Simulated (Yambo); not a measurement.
A G0W0@PBE run in Yambo for PbSe (rock salt, space group Fm-3m, No. 225) (4×4×4 Γ-centred k mesh, bands 6 to 138 and a 10 Ry block in the screening, 138 bands in G with the Bruneval-Gonze terminator, plasmon pole fitted at 27.2 eV) gives these matrix elements, in eV, at the band edges (L → L):

| state | E0 | <Vxc> | <Σx> | <Σc(E0)> | Z |
|---|---|---|---|---|---|
| valence edge | 0.000 | -13.608 | -15.665 | 0.791 | 0.792 |
| conduction edge | 0.386 | -9.862 | -7.401 | -3.022 | 0.806 |

### Question
Solve the linearised quasiparticle equation for both states, give the gap, and say how exchange and correlation each act on it.

### Answer
E = E0 + Z(Σx + Σc − Vxc). Valence: 0.000 + 0.792 × (-15.665 + (0.791) − (-13.608)) = -1.00 eV. Conduction: 0.386 + 0.806 × (-7.401 + (-3.022) − (-9.862)) = -0.07 eV. The gap is 0.94 eV, against 0.39 eV in PBE. Replacing Vxc by bare exchange alone would open it by 4.52 eV; correlation takes back 3.81 eV of that, and Z scales what is left. Convergence of the G0W0 settings was not tested. Spin-orbit coupling is left out; with 6p states at a band edge it can lower the gap by many tenths of an eV, most of a small gap.

The standard potentials for Pb, Se keep a d shell in the valence without the s and p states of that shell. In tests on such compounds this moved G0W0 gaps by up to about 0.9 eV, so absolute quasiparticle energies here are unreliable; differences between settings are what counts.

Geometry of the Materials Project entry, not relaxed at this level; primitive cell a = b = c = 4.3711 Å, α = β = γ = 60.00°.
